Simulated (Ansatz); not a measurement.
SnSe:
```cif
data_Se4Sn4
_chemical_formula_sum 'Sn4 Se4'
_space_group_name_H-M_alt 'Pnma'
_space_group_IT_number 62
_space_group_name_Hall '-P 2ac 2n'
_cell_length_a 11.67329
_cell_length_b 4.12266
_cell_length_c 4.65041
_cell_angle_alpha 90.000
_cell_angle_beta 90.000
_cell_angle_gamma 90.000
loop_
_atom_site_label
_atom_site_type_symbol
_atom_site_symmetry_multiplicity
_atom_site_Wyckoff_symbol
_atom_site_fract_x
_atom_site_fract_y
_atom_site_fract_z
_atom_site_occupancy
Sn1 Sn 4 c 0.12090 0.25000 0.12286 1
Se1 Se 4 c 0.35278 0.25000 0.01447 1
```

Relaxed at zero pressure with the program Ansatz at the r²SCAN+D4 level (PAW).

Q: The volume is lowered by 6 % and shape and atoms relax at that volume. What pressure results, and how do the axes share the change?

A: 1.5 GPa; a -2.1 %, b -0.3 %, c -3.6 %; the energy rises by 15 meV/atom.

Q: Give the new structure.

A: 
Space group Pnma (No. 62); a = 11.425 Å, b = 4.108 Å, c = 4.482 Å, α = β = γ = 90.00°

```csv
atom,site,symmetry,x,y,z
Sn,4c,.m.,0.1172,0.2500,0.1083
Se,4c,.m.,0.3546,0.2500,0.0151
```

The phase is kept; no other phase was compared at this pressure.

Symmetry was held in the r²SCAN+D4 relaxation. Spin–orbit coupling is left out wherever it is not named.

Potentials: the later of the program's two PAW sets.
